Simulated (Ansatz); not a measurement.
# SrTiO3: the gap from level to level

A database entry relaxed whole under r2SCAN at zero pressure (I4/mcm, No. 140):

```xyz
10
Lattice="-2.7591 2.7591 3.9146 2.7591 -2.7591 3.9146 2.7591 2.7591 -3.9146" Properties=species:S:1:pos:R:3 pbc="T T T"
Sr    0.0000    2.7591    1.9573
Sr    2.7591    0.0000    1.9573
Ti    0.0000    0.0000    0.0000
Ti    0.0000    0.0000    3.9146
O     0.0000    0.0000    1.9573
O     0.0000    0.0000    5.8719
O     1.2855    4.0446    0.0000
O     1.4737    1.2855    0.0000
O     1.4737   -1.2855    3.9146
O     1.2855    1.4737    3.9146
```

Its volume is 11.92 Å³ an atom, +0.7 % against the entry's 11.84, a cell as deposited in COD (1995).

Single points on this cell with plane-wave PAW DFT (Ansatz 0.2.0; r2SCAN 500 eV, hybrids 420 eV; fermi-dirac occupations of width 0.020 eV; no moments): r2SCAN on a 8×8×8 Γ-centred mesh; HSE06 on a 4×4×4 Γ-centred mesh; PBE0 on a 4×4×4 Γ-centred mesh.

**Question.** What does each level give for gap and charges?

**Answer.** The runs give:

```json
{"level": "r2SCAN", "gap (eV), or kind": "2.32", "pressure (GPa)": "0.0", "Bader charge of Sr (e)": "+1.63", "Bader charge of Ti (e)": "+2.34", "Bader charge of O (e)": "-1.32"}
{"level": "HSE06", "gap (eV), or kind": "3.39", "pressure (GPa)": "-1.8", "Bader charge of Sr (e)": "+1.64", "Bader charge of Ti (e)": "+2.42", "Bader charge of O (e)": "-1.35"}
{"level": "PBE0", "gap (eV), or kind": "4.14", "pressure (GPa)": "-2.0", "Bader charge of Sr (e)": "+1.64", "Bader charge of Ti (e)": "+2.42", "Bader charge of O (e)": "-1.35"}
```

Under r2SCAN the gap is 2.32 eV, over mesh and band path. HSE06 moves it by +1.07 eV and PBE0 by +1.82 eV; PBE0 keeps its exact exchange at long range, which widens the gap over HSE06's by 0.75 eV on their common mesh. The charge on Ti goes from +2.34 to +2.42 e under HSE06.

Caveats: the relaxation kept the start's symmetry; HSE06 is read on its mesh and at the zone's corners, PBE0 on its mesh alone; hybrid pressures are good to a few tenths of a GPa; pressure is positive in compression.
